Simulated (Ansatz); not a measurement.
Data:

Mg$_{2}$Cu:
```yaml
crystal:
  lattice:
    - [-3.19337, 3.19449, 2.59539]
    - [3.19337, -3.19449, 2.59539]
    - [3.19337, 3.19449, -2.59539]
  atoms:
    - { symbol: Mg, position: [0.83138, 0.66858, 0.49996] }
    - { symbol: Mg, position: [0.16862, 0.33142, 0.50004] }
    - { symbol: Mg, position: [0.66862, 0.16858, 0.83720] }
    - { symbol: Mg, position: [0.33138, 0.83142, 0.16280] }
    - { symbol: Cu, position: [0.25000, 0.25000, 0.00000] }
    - { symbol: Cu, position: [0.75000, 0.75000, 0.00000] }
```

This is the PBEsol-relaxed structure.

Question: All from PBEsol (plane waves, PAW; program Ansatz), unless another level is named. Predict the density of states at the Fermi level.

Answer: 0.35 states/eV per atom (mean over ±0.08 eV).

Question: What about the formation energy from the elements (no fitted shifts)?

Answer: -0.089 eV/atom.

Space group I4/mcm. The workflow started from a Materials Project entry (that database holds measured and hypothetical structures alike); the Crystallography Open Database copy checked does not list it. COD files the formula under space group No. 70. Whether it is the stable phase at ambient conditions was not checked. The cell was relaxed with PBEsol under the symmetry of its start; whether a distortion lowers the energy is not shown. No spin polarisation was allowed. The references are the lowest solids computed at this level, not always the standard phases.

Potentials: the later of the program's two PAW sets.
